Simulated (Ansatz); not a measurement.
A geometry of Bi2Se3 away from equilibrium: step 2 of the relaxation of a relaxed Bi2Se3 cell, doubled along one cell vector, shaken by Gaussian noise of σ = 0.08 Å a coordinate. Computed with PBE (plane waves to 420 eV, PAW, scalar-relativistic; Ansatz, a quantum-chemistry and plane-wave program). Γ-centred k-mesh 4×2×4 on the run's cell (coarser than for final values), Fermi–Dirac smearing 0.05 eV.

```yaml
crystal:
  lattice:
    - [3.71117, 2.14679, 3.58444]
    - [-7.37711, 4.17471, 7.19299]
    - [-0.04016, -4.25131, 3.60068]
  atoms:
    - { symbol: Se, position: [0.20598, 0.39491, 0.50417] }
    - { symbol: Se, position: [0.19296, 0.89917, 0.50532] }
    - { symbol: Se, position: [0.49020, 0.09834, 0.79015] }
    - { symbol: Se, position: [0.48567, 0.60919, 0.79414] }
    - { symbol: Se, position: [0.79318, 0.25392, 0.21006] }
    - { symbol: Se, position: [0.77862, 0.74497, 0.20740] }
    - { symbol: Bi, position: [0.30095, 0.15770, 0.31589] }
    - { symbol: Bi, position: [0.31657, 0.65569, 0.33293] }
    - { symbol: Bi, position: [0.66018, 0.33560, 0.67784] }
    - { symbol: Bi, position: [0.67297, 0.83647, 0.68065] }
```

Problem. What forces act on the atoms (eV/Å)?

Solution. 
| atom | Fx | Fy | Fz |
|---|---|---|---|
| Se1 | 0.01 | 0.03 | -0.05 |
| Se2 | 0.19 | 0.07 | 0.00 |
| Se3 | -0.24 | 0.02 | 0.19 |
| Se4 | 0.26 | -0.23 | -0.10 |
| Se5 | -0.02 | -0.19 | -0.04 |
| Se6 | -0.01 | -0.04 | 0.03 |
| Bi7 | 0.10 | 0.04 | 0.04 |
| Bi8 | -0.30 | 0.18 | 0.00 |
| Bi9 | 0.15 | 0.03 | -0.07 |
| Bi10 | -0.14 | 0.10 | 0.00 |

Problem. What is the pressure?

Solution. 0.0 GPa, compression positive.

Problem. How much energy per atom can still be gained by relaxing?

Solution. 0.03 eV/atom; the path ends in R3 (No. 146).

No spin polarisation in the result.

The end of the path is a generated cell of Bi2Se3: the first start was made by placing the elements on the sites of a structure type, and the end was not matched to a known phase here, so it may be hypothetical. Known forms of Bi2Se3 include space group No. 166.
